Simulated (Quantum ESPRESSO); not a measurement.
# InAg3SnRuGa2: a curve over one atom's position

Computed values, not a measurement. The program is pw.x of Quantum ESPRESSO 7.5 (plane-wave density functional theory). The cell is made up: eight metal atoms on a face-centred cubic lattice, with elements, volume, strain and displacements drawn at random and not relaxed, so it may be unstable or far from any real phase. PseudoDojo standard norm-conserving files set the functional (PBE unless stated); there is no spin polarisation or spin-orbit coupling, the Fermi-Dirac width of 0.25 eV means electrons at about 2900 K, and the masses in the input are unused placeholders. The tin pseudopotential is less sure than most, with forces differing by about three percent from a second method on plain tin. A spin test at this wide smearing found no moment, but such smearing suppresses magnetism that the real alloy may have.

Seven runs move atom 7 (Ga, counted in the order of the input) along y and keep all else fixed.

Input of the run at -0.0028:

```
&control calculation='scf', pseudo_dir='./dojo.nc.sr.pbe.v0_5.standard.upf', outdir='./o', disk_io='minimal', tprnfor=.true., tstress=.true. /
&system ibrav=0, nat=8, ntyp=5, nbnd=72, ecutwfc=84.00895049, nosym=.true., tot_charge=0,
 occupations='smearing', smearing='fd', degauss=0.0183746611
/
&electrons conv_thr=1.470e-08, electron_maxstep=70, mixing_beta=0.5 /
ATOMIC_SPECIES
Ag 1.0 Ag.upf
Ga 1.0 Ga.upf
In 1.0 In.upf
Ru 1.0 Ru.upf
Sn 1.0 Sn.upf
CELL_PARAMETERS angstrom
2.0668 4.2024 2.1458
2.2038 -4.2561 2.1162
4.1853 -0.0833 -4.1768
ATOMIC_POSITIONS angstrom
In 0.0906 0.0094 -0.0368
Ag 2.0361 0.0236 -2.1174
Sn 2.0777 -2.1914 0.0068
Ag 4.3331 -2.2274 -2.1158
Ru 2.1755 2.0815 0.1374
Ga 4.0444 2.054 -2.0631
Ga 2.0661 0.0356 2.1274
Ag 4.2829 -0.016 -0.0163
K_POINTS automatic
5 5 4 1 1 1
```

| shift of atom 7 along y (Å) | free energy less that of the input shown (eV) | Fx on atom 7 (eV/Å) | Fy on atom 7 (eV/Å) | Fz on atom 7 (eV/Å) | pressure (GPa) | iterations |
| --- | --- | --- | --- | --- | --- | --- |
| -0.1500 | 0.0057 | 0.370 | 0.232 | -0.122 | -0.68 | 11 |
| -0.1282 | 0.0012 | 0.331 | 0.175 | -0.138 | -0.69 | 11 |
| -0.0852 | -0.0039 | 0.255 | 0.062 | -0.169 | -0.69 | 11 |
| -0.0028 | 0.0000 | 0.106 | -0.156 | -0.224 | -0.62 | 11 |
| +0.0577 | 0.0144 | -0.010 | -0.321 | -0.261 | -0.51 | 11 |
| +0.1088 | 0.0344 | -0.113 | -0.465 | -0.289 | -0.38 | 11 |
| +0.1484 | 0.0551 | -0.196 | -0.581 | -0.310 | -0.25 | 11 |

A cubic fit gives dFy/dy = -2.68 eV/Å² at zero shift. Across the table the energy follows the integral of the force to 0.1 meV. A rerun of one of the cells at a higher cutoff and on a denser mesh moved values by no more than 0.015 eV in energy, 0.20 GPa in stress and 0.015 eV/Å in force, and a second program with other atomic files agreed on that cell to 2 % rms in force and 0.5 GPa in pressure.